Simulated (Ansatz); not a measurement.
ZnNi (L1₀ or tetragonal B2, P4/mmm) under volume change, the program Ansatz at the r²SCAN level (PAW), shape and atoms relaxed at each volume.

```csv
V (Å³/atom),E − E(relaxed) (meV/atom),P (GPa)
10.521,59.5,20.05
10.868,24.9,12.18
11.215,5.9,5.57
11.562,0.0,0.01
11.909,5.2,-4.66
12.255,19.6,-8.58
12.602,41.9,-11.87
```

Problem. What does a third-order Birch–Murnaghan fit give for V₀, B₀ and B′?

Solution. V₀ = 11.56 Å³/atom, B₀ = 169 GPa, B′ = 4.8.

The workflow started from an entry of the Crystallography Open Database (COD), which files this formula under 3 space groups. Whether it is the stable phase at ambient conditions was not checked. The cell was relaxed with r²SCAN under the symmetry of its start; its stability against distortions is not shown here. The workflow began spin-polarised and lost its moments. The cell computed holds one magnetic atom, so no antiferromagnetic order was within reach.

Potentials: the later of the program's two PAW sets.
